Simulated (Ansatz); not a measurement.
Bi$_{2}$SO$_{2}$:
```xyz
10
Lattice="3.8231 0.0000 0.0000 0.0000 11.9060 0.0000 0.0000 0.0000 3.8192" Properties=species:S:1:pos:R:3 pbc="T T T"
Bi     1.8067    10.2119     1.9096
Bi     2.0164     1.6941     1.9096
Bi     3.7182     7.6471     0.0000
Bi     0.1049     4.2589     0.0000
S      0.0000     0.0000     0.0000
S      1.9115     5.9530     1.9096
O      1.8350     8.9284     0.0000
O      1.9880     2.9777     0.0000
O      3.7466     8.9307     1.9096
O      0.0765     2.9754     1.9096
```

Relaxed with PBEsol. Special points in fractions of this cell's reciprocal vectors: Γ (0.000, 0.000, 0.000); X (0.500, 0.000, 0.000); S (0.500, 0.500, 0.000); Y (0.000, 0.500, 0.000); Z (0.000, 0.000, 0.500); U (0.500, 0.000, 0.500); R (0.500, 0.500, 0.500); T (0.000, 0.500, 0.500).

List the band energies nearest the valence-band maximum at these points for DFT-PBEsol with spin–orbit coupling in the program Ansatz with PAW potentials.

In eV from the valence-band maximum; about four levels below and three above (degenerate sets whole), none deeper than 8.9 eV; points with the same levels are listed once.

```tsv
k	below	above
Γ	-0.57 -0.57 -0.34 -0.34	0.53 0.53 0.97 0.97
X	0.00 0.00 0.00 0.00	2.31 2.31 2.31 2.31
S	0.00 0.00 0.00 0.00	2.33 2.33 2.33 2.33
Y	-0.63 -0.63 -0.63 -0.63	0.97 0.97 0.97 0.97
Z	-0.01 -0.01 -0.01 -0.01	2.31 2.31 2.31 2.31
U	-0.83 -0.83 -0.82 -0.82	0.98 0.98 1.03 1.03
R	-0.95 -0.95 -0.95 -0.95	1.70 1.70 1.70 1.70
T	-0.02 -0.02 0.00 0.00	2.29 2.29 2.36 2.36
```

Space group Pnnm. The workflow started from a Materials Project entry (that database holds measured and hypothetical structures alike); the Crystallography Open Database copy checked does not list it. Its standing as an ambient phase is unchecked. The cell was relaxed with PBEsol under the symmetry of its start; its stability against distortions is not shown here.

Potentials: the later of the program's two PAW sets.
